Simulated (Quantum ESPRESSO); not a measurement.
# Planted mistakes on one cell of SiAlGeN3S

Calculated results; nothing here was measured. They come from pw.x of Quantum ESPRESSO 7.5, a plane-wave density functional program, with PseudoDojo standard norm-conserving files (v0.5 for PBE, v0.4.1 for LDA and PBEsol). The cells are made up: elements, strain and atom displacements were drawn at random, and nothing was relaxed. There is no spin polarisation, spin-orbit coupling or dispersion term.

The cell has 8 sites of a zincblende or diamond lattice. Sites 1 to 4 hold Si empty Al Ge; sites 5 to 8 hold N N S N. Cell vectors in Å: (4.624, 0.007, 0.025); (0.007, 4.528, -0.018); (0.025, -0.018, 4.673). Settings: PBE, cutoff 1143 eV, 4 x 4 x 4 k mesh shifted by half a step, Fermi-Dirac smearing of 0.025 eV.

The intended run has a self-consistency threshold of 1e-07 eV, a smearing term of 0.000 eV, a pressure of -0.10 GPa and 12 iterations. Each further run changes one thing: all lengths scaled by 0.9849; atoms of sites 3 and 7 exchanged; cutoff 676 eV; files of LDA; k mesh 2 x 2 x 2; one electron removed; smearing 0.78 eV; threshold 0.8 eV. A coarse mesh keeps the shift, and a charged cell sits in a uniform background.

| run | change of free energy (eV) | smearing term -TS (eV) | change of P (GPa) | largest change of a force component (eV/Å) | iterations |
| --- | --- | --- | --- | --- | --- |
| A | 0.083 | 0.000 | 6.52 | 0.730 | 12 |
| B | -6.902 | -0.013 | -18.32 | 0.845 | 14 |
| C | 6.918 | 0.000 | -74.77 | 0.058 | 12 |
| D | -1.058 | 0.000 | -7.30 | 0.356 | 13 |
| E | 0.304 | 0.000 | 2.66 | 1.286 | 4 |
| F | 0.245 | 0.000 | 0.26 | 0.114 | 13 |
| G | -1.075 | -3.126 | 4.24 | 0.754 | 12 |
| H | 7.832 | -0.004 | 12.37 | 3.520 | 13 |

A rerun of the intended cell at 1437 eV and k mesh 6 x 6 x 6 moved values by no more than 0.003 eV in the cell's energy, 0.02 GPa in stress and 0.003 eV/Å in force.

Question: which change belongs to which run?

## Worked reading

Run E has the fewest iterations, as a run stopped early does. Run G has the largest smearing term, as wide smearing gives. Run C has a higher energy and the largest fall in pressure, as too small a basis gives. Run A changes the volume by a factor of 0.9554; minus its pressure change over the logarithm of that factor, 143 GPa, is a rough bulk modulus with clamped atoms. Energies from files of another functional, or of a charged cell, have another zero and say nothing on stability; the pressure of a charged cell rests on the program's zero of potential too.

## Key

| run | change |
| --- | --- |
| A | all lengths scaled by 0.9849 |
| B | one electron removed |
| C | cutoff 676 eV |
| D | files of LDA |
| E | threshold 0.8 eV |
| F | k mesh 2 x 2 x 2 |
| G | smearing 0.78 eV |
| H | atoms of sites 3 and 7 exchanged |